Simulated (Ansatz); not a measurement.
# LiH3O2: Quadrupolar parameters

The cell is an entry of the Crystallography Open Database (COD; perhaps a calculated or model structure).

```xyz
12
Lattice="3.7077 -4.1527 0.0000 3.7077 4.1527 0.0000 -1.0984 0.0000 3.0003" Properties=species:S:1:pos:R:3 pbc="T T T"
Li    3.1585   -1.2633    1.5001
Li    3.1585    1.2633    1.5001
H     1.2273    0.0000    2.0213
H     5.0896    0.0000    0.9790
H     4.3801   -3.0511    0.4167
H     1.9368   -3.0511    2.5835
H     1.9368    3.0511    2.5835
H     4.3801    3.0511    0.4167
O     1.6859    0.0000    1.1878
O     4.6310    0.0000    1.8125
O     3.7077   -2.4361    0.0000
O     3.7077    2.4361    0.0000
```

Atoms are numbered from 1 in the order listed; like atoms form one site, named after its first atom.

Computed with Ansatz: DFT, PBE, plane waves and PAW, scalar-relativistic, 420 eV cutoff, Γ-centred 4×4×7 k-points, Fermi–Dirac smearing 0.02 eV.

Conventions: |V_zz| ≥ |V_yy| ≥ |V_xx|, η = (V_xx − V_yy)/V_zz, C_Q = eQV_zz/h. Directions are in the Cartesian axes of the cell vectors above, for the atom listed; none is given where the gradient is under 0.02 or η is above 0.95.

```json
{"site": "Li", "first atom": "1", "first shell": "4 O at 1.97–1.98 Å", "V_zz (10²¹ V/m²)": "0.083", "η": "0.53", "direction of V_zz (x, y, z)": "0.07 0.00 1.00"}
{"site": "H3", "first atom": "3", "first shell": "1 O at 0.95 Å; also 1 O at 2.26 Å", "V_zz (10²¹ V/m²)": "4.93", "η": "0.01", "direction of V_zz (x, y, z)": "-0.49 0.00 0.87"}
{"site": "H5", "first atom": "5", "first shell": "1 O at 1.00 Å; also 1 O at 1.68 Å", "V_zz (10²¹ V/m²)": "2.70", "η": "0.12", "direction of V_zz (x, y, z)": "0.69 -0.59 0.42"}
{"site": "O9", "first atom": "9", "first shell": "1 H at 0.95 Å, 2 Li at 1.97 Å; also 2 H at 1.68 Å", "V_zz (10²¹ V/m²)": "12.07", "η": "0.02", "direction of V_zz (x, y, z)": "-0.45 0.00 0.89"}
{"site": "O11", "first atom": "11", "first shell": "2 H at 1.00 Å, 2 Li at 1.98 Å", "V_zz (10²¹ V/m²)": "-11.10", "η": "0.85", "direction of V_zz (x, y, z)": "-0.52 0.00 0.85"}
```

At H3 and H5 V_zz points along its bond to O (within 2°) in each case. At O9 V_zz points along its shortest bond, to H (within 2°).

At this cell the principal stresses reach 5 GPa in size with PBE, which can matter for small gradients. The largest force is 1.2 eV/Å, so the atoms aren't at the calculated equilibrium and relaxing them would move these values. With these PAW files V_zz is typically within 2 to 3 % of all-electron values, but misses above 10 % occur on Li. The lattice is static: at room temperature water may turn and average the couplings of its hydrogen.
